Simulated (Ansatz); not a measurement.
Recipe of this trial structure of BaAgPtC₆N₆: cyanide-bridged rock-salt net of two metals, 1 guest cations a cell (F-43m, No. 216). Its size is a rough estimate.

Space group F-43m (No. 216). a = 10.399 Å, b = 10.399 Å, c = 10.399 Å, α = 90.00°, β = 90.00°, γ = 90.00°
```json
{"atom": "Ba", "site": "4c", "symmetry": "-43m", "x": "0.2500", "y": "0.2500", "z": "0.2500"}
{"atom": "Ag", "site": "4a", "symmetry": "-43m", "x": "0.0000", "y": "0.0000", "z": "0.0000"}
{"atom": "Pt", "site": "4b", "symmetry": "-43m", "x": "0.5000", "y": "0.0000", "z": "0.0000"}
{"atom": "C", "site": "24f", "symmetry": "2.mm", "x": "0.1944", "y": "0.0000", "z": "0.0000"}
{"atom": "N", "site": "24f", "symmetry": "2.mm", "x": "0.3070", "y": "0.0000", "z": "0.0000"}
```

Method: DFT PBE, scalar-relativistic, plane waves, PAW in Ansatz 0.2.0. Cutoff 420 eV, Gaussian smearing, Γ-centred meshes. Cell and atoms relax first on a coarse mesh and then on a finer one. In between, the cell is made exact in the group found at 0.06 Å. In metals the finer mesh still leaves noise of several meV/atom or more. The steps can't lower the symmetry of their start. Collinear spin is switched on along the way, since trial moments persisted in a coarse test.

A guess keeps its type if space group and coordination stay and the shape of the cell changes little (axis ratios within about 15 %, angles within 6°); the volume may change.

**Question.** Will the relaxed cell still be of the starting type?

**Answer.** It keeps its type. The symmetry stays F-43m (No. 216). The volume per atom grows by 28.8 %, from 18.7 to 24.1 Å³. The shortest distance goes from 1.17 Å (C–N) to 1.18 Å (C–N). Counting neighbours within 15 % of an atom's shortest distance, the start has Ag 6, Ba 24, C 1, N 1, Pt 6 and the end Ag 6, Ba 24, C 1, N 1, Pt 6.

The last run used collinear spin, a 6×6×6 mesh for its 15-atom cell and Gaussian smearing of 0.10 eV. These runs have no spin–orbit coupling, which can matter for Pt. The magnetic state reached may not be the lowest. Symmetry constrained the relaxation, so the result can be a saddle point.
